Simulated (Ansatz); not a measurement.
**Every step of a relaxation of Li (A7 type)**

DFT, PBEsol, PAW with Ansatz's default frozen-core files, scalar-relativistic (Ansatz 0.2.0); a Γ-centred 16×16×16 k mesh, Fermi–Dirac smearing of 0.1 eV, no spin polarisation. The run relaxes cell and atoms at a target pressure of 52 GPa.

Command: `ansatz run input.yaml --threads 1 --pin off --max-ram 3584MiB --backend cpu --events-out ev --progress --plain --runs-dir out` It took 32 s on 1 thread of Arm Neoverse V2 (shared host), peak memory 0.34 GiB.

PAW: frozen-core files, cutoff 420 eV; forces are relaxed below 0.005 eV/Å.

Each step lists its enthalpy F + pV a cell above the last geometry, the pressure, the cell vectors (Å), and Cartesian positions (Å) with forces (eV/Å).

The first step:

```
step 1  dH = 102.95 meV  P = 42.4 GPa
  cell 1.4063 -0.8119 2.4845  0.0000 1.6239 2.4845  -1.4063 -0.8119 2.4845
  Li 0.0000 0.0000 1.7292   0.0000 0.0000 0.6238
  Li 0.0000 0.0000 -1.7292   0.0000 0.0000 -0.6238
```

The PAW files were made under PBE.

The symmetry of the start is kept and no stability test is made, so the end need not be the stable phase.

Task: Where does the relaxation end, and by which steps?

Result: After 8 geometries, with conventional a, b, c = 2.901, 2.901, 6.587 Å, at 8.000 Å³/atom (-6.00 % against the start) in space group R-3m, with a shortest distance of 1.938 Å. The further steps:
```
step 2  dH = 23.37 meV  P = 50.7 GPa
  cell 1.3984 -0.8074 2.3636  0.0000 1.6148 2.3636  -1.3984 -0.8074 2.3636
  Li 0.0000 0.0000 1.6700   0.0000 0.0000 0.2897
  Li 0.0000 0.0000 -1.6700   0.0000 0.0000 -0.2897
step 3  dH = 6.90 meV  P = 53.8 GPa
  cell 1.4120 -0.8152 2.2765  0.0000 1.6304 2.2765  -1.4120 -0.8152 2.2765
  Li 0.0000 0.0000 1.6234   0.0000 0.0000 0.1025
  Li 0.0000 0.0000 -1.6234   0.0000 0.0000 -0.1025
step 4  dH = 3.72 meV  P = 52.5 GPa
  cell 1.4022 -0.8095 2.3436  0.0000 1.6191 2.3436  -1.4022 -0.8095 2.3436
  Li 0.0000 0.0000 1.7183   0.0000 0.0000 0.0283
  Li 0.0000 0.0000 -1.7183   0.0000 0.0000 -0.0283
step 5  dH = 2.88 meV  P = 52.3 GPa
  cell 1.4088 -0.8134 2.3243  0.0000 1.6268 2.3243  -1.4088 -0.8134 2.3243
  Li 0.0000 0.0000 1.7038   0.0000 0.0000 0.0120
  Li 0.0000 0.0000 -1.7038   0.0000 0.0000 -0.0120
step 6  dH = 0.10 meV  P = 52.5 GPa
  cell 1.4456 -0.8346 2.2029  0.0000 1.6692 2.2029  -1.4456 -0.8346 2.2029
  Li 0.0000 0.0000 1.5923   0.0000 0.0000 -0.0037
  Li 0.0000 0.0000 -1.5923   0.0000 0.0000 0.0037
step 7  dH = 0.00 meV  P = 52.1 GPa
  cell 1.4494 -0.8368 2.1979  0.0000 1.6737 2.1979  -1.4494 -0.8368 2.1979
  Li 0.0000 0.0000 1.5882   0.0000 0.0000 -0.0018
  Li 0.0000 0.0000 -1.5882   0.0000 0.0000 0.0018
step 8  dH = 0.00 meV  P = 52.0 GPa
  cell 1.4504 -0.8374 2.1957  0.0000 1.6748 2.1957  -1.4504 -0.8374 2.1957
  Li 0.0000 0.0000 1.5850   0.0000 0.0000 0.0005
  Li 0.0000 0.0000 -1.5850   0.0000 0.0000 -0.0005
step 9  dH = 0.06 meV  P = 52.0 GPa  (same geometry on a basis chosen anew; earlier energies don't compare to the last digit)
  cell 1.4504 -0.8374 2.1957  0.0000 1.6748 2.1957  -1.4504 -0.8374 2.1957
  Li 0.0000 0.0000 1.5850   0.0000 0.0000 0.0005
  Li 0.0000 0.0000 -1.5850   0.0000 0.0000 -0.0005
```
